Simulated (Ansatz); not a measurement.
The start is a generated trial cell of NbP in the FeB structure type. The structure is fully relaxed (lattice and positions, P = 0) with PBEsol (plane waves to 420 eV, PAW, scalar-relativistic; Ansatz, a quantum-chemistry and plane-wave program). First-step values are on the input's coarse k-mesh.

Ansatz input (later rounds restart from its end on a renewed k-mesh):
Ansatz 0.2 input:
```yaml
crystal:
  lattice:
    - [6.911333, 0, 0]
    - [0, 3.705458, 0]
    - [0, 0, 5.097516]
  atoms:
    - { symbol: Nb, position: [0.18, 0.25, 0.125] }
    - { symbol: Nb, position: [0.32, 0.75, 0.625] }
    - { symbol: Nb, position: [0.82, 0.75, 0.875] }
    - { symbol: Nb, position: [0.68, 0.25, 0.375] }
    - { symbol: P, position: [0.036, 0.25, 0.61] }
    - { symbol: P, position: [0.464, 0.75, 0.11] }
    - { symbol: P, position: [0.964, 0.75, 0.39] }
    - { symbol: P, position: [0.536, 0.25, 0.89] }
basis: { ecutwfc: 420, ecutrho_ratio: 4, xc_grid: 2, fft_grid_basis: typed }
kpoints: { mp_grid: { grid: [4, 6, 5] } }
hamiltonian:
  xc: pbesol
  dispersion: none
  pseudopotentials: { kind: paw }
scf: { occupations: { method: fermi_dirac, width: 0.05 } }
relax: { f_tol: 0.01, max_steps: 100, cell: { stress_tol: 0.02 } }
output: { forces: true, stress: true }
```

| Property | Value |
|---|---|
| Largest initial force | about 2.4 eV/Å, on P5, P6, P7, P8 (atoms numbered as listed) |
| Outcome | The space group stays Pnma (No. 62) (the run could not lower it), with 8 atoms in the primitive cell |
| Energy released | 0.53 eV/atom |
| Shortest distances (start → end) | The closest pairs of elements (up to four, under 3.6 Å), start → end: P–P 2.22 → 2.64 Å; Nb–P 2.67 → 2.45 Å; Nb–Nb 3.30 → 3.10 Å |
| Band gap at the end | zero (metallic) |
| Optimiser moves | 18 |

Final structure:

```cif
data_Nb4P4
_chemical_formula_sum 'Nb4 P4'
_space_group_name_H-M_alt 'Pnma'
_space_group_IT_number 62
_space_group_name_Hall '-P 2ac 2n'
_cell_length_a 5.91060
_cell_length_b 4.27693
_cell_length_c 4.67924
_cell_angle_alpha 90.000
_cell_angle_beta 90.000
_cell_angle_gamma 90.000
loop_
_space_group_symop_operation_xyz
  'x, y, z'
  '-x, -y, -z'
  '-x+1/2, -y, z+1/2'
  'x+1/2, y, -z+1/2'
  'x+1/2, -y+1/2, -z+1/2'
  '-x+1/2, y+1/2, z+1/2'
  '-x, y+1/2, -z'
  'x, -y+1/2, z'
loop_
_atom_site_label
_atom_site_type_symbol
_atom_site_symmetry_multiplicity
_atom_site_Wyckoff_symbol
_atom_site_fract_x
_atom_site_fract_y
_atom_site_fract_z
_atom_site_occupancy
Nb1 Nb 4 c 0.18342 0.25000 0.14928 1
P1 P 4 c 0.04162 0.25000 0.65776 1
```

Final values are on a 8×11×10 k-mesh of the relaxed cell. No spin polarisation in the result.

The run could not lose the symmetry of its start; a randomly shaken copy of 8 atoms returns to this structure.

The relaxed structure here is a generated cell of NbP: the first start was made by placing the elements on the sites of a structure type, and the end was not matched to a known phase here, so it may be hypothetical.
